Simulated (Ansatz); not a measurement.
A geometry of Cu away from equilibrium: step 2 of the relaxation of a generated cell, Cu placed in the AFLOW prototype A_oC4_63_c (A20). The numbers are results of r2SCAN (plane waves to 500 eV, PAW, scalar-relativistic; Ansatz, a quantum-chemistry and plane-wave program), not measurements. Γ-centred k-mesh 15×15×8 on the run's cell (coarser than for final values), Fermi–Dirac smearing 0.05 eV. The plane waves were selected for a different cell earlier on the path.

```yaml
crystal:
  lattice:
    - [1.19601, -2.34058, 0.00000]
    - [1.19601, 2.34058, 0.00000]
    - [0.00000, 0.00000, 4.11314]
  atoms:
    - { symbol: Cu, position: [0.88439, 0.11561, 0.25000] }
    - { symbol: Cu, position: [0.11561, 0.88439, 0.75000] }
```

What forces act on the atoms (eV/Å)?


| atom | Fx | Fy | Fz |
|---|---|---|---|
| Cu1 | 0.00 | 0.84 | 0.00 |
| Cu2 | 0.00 | -0.84 | 0.00 |

The path ends in P6₃/mmc (No. 194) (hcp (Mg type)). No spin polarisation in the result.

The run could not lose the symmetry of its start: the end is stationary, and may be a saddle point rather than a minimum.

The end of the path is a generated cell of Cu: the first start was made by placing the elements on the sites of a structure type, and the end was not matched to a known phase here, so it may be hypothetical. Known forms of Cu include space group No. 225.
